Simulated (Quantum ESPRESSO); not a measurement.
# An isovalent swap in LiF

Host, cell and atoms relaxed with PBE and no dispersion term (shieldings by PBE GIPAW on JTH datasets (Quantum ESPRESSO, modified build), 22.5 Ha, k-mesh 4×4×4 shifted, f-sum rule met within 0.001 %):

```json
[
 {"site": "Li (atoms 1, 3, 5, 7)", "site symmetry": "m-3m", "σ_iso (ppm)": "82"},
 {"site": "F (atoms 2, 4, 6, 8)", "site symmetry": "m-3m", "σ_iso (ppm)": "363"}
]
```

Its cell: a = 4.0668 Å, b = 4.0668 Å, c = 4.0668 Å, α = 90.00°, β = 90.00°, γ = 90.00°.

Changed cell (atom 1 is the new one; 30 Ha, k-mesh 4×4×4 shifted):

```yaml
crystal:
  lattice:
    - [4.26717, 0.00000, 0.00000]
    - [0.00000, 4.26717, 0.00000]
    - [0.00000, 0.00000, 4.26717]
  atoms:
    - { symbol: Na, position: [0.00000, 0.00000, 0.00000] }
    - { symbol: F, position: [0.50000, 0.00000, 0.00000] }
    - { symbol: Li, position: [0.00000, 0.50000, 0.50000] }
    - { symbol: F, position: [0.50000, 0.50000, 0.50000] }
    - { symbol: Li, position: [0.50000, 0.00000, 0.50000] }
    - { symbol: F, position: [0.00000, 0.00000, 0.50000] }
    - { symbol: Li, position: [0.50000, 0.50000, 0.00000] }
    - { symbol: F, position: [0.00000, 0.50000, 0.00000] }
```
The cell was made here from a computed Materials Project entry: one of 4 Li replaced by Na, cell and atoms relaxed (PBE without dispersion, pw.x of Quantum ESPRESSO, symmetry kept). The parent is LiF in Fm-3m. The swapped cell is a model, not a known phase. Stability against distortions was not tested.

σ is an absolute shielding without the bulk-susceptibility term: within one crystal shift differences are minus those of σ, between compounds the missing term differs by several ppm. By our sweeps, such settings leave a few ppm in absolute σ. No d partial waves on Na: the paramagnetic term there is incompletely reconstructed.

### Question
What do the sites of the changed cell show?

### Answer
| site | distance to atom 1 (Å) | σ_iso (ppm) | change from the host | span Ω (ppm) |
|---|---|---|---|---|
| Na (atom 1) | – | 509 | – | 0 |
| F1 (atoms 2, 6, 8) | 2.13 | 365 | +2 | 15 |
| Li (atoms 3, 5, 7) | 3.02 | 82 | +1 | 1 |
| F2 (atom 4) | 3.70 | 369 | +6 | 0 |
Ω = σ33 − σ11 is nil on cubic sites and else less certain than σ_iso.
The swap repeats in every cell, so this is an ordered compound and not a dilute impurity.
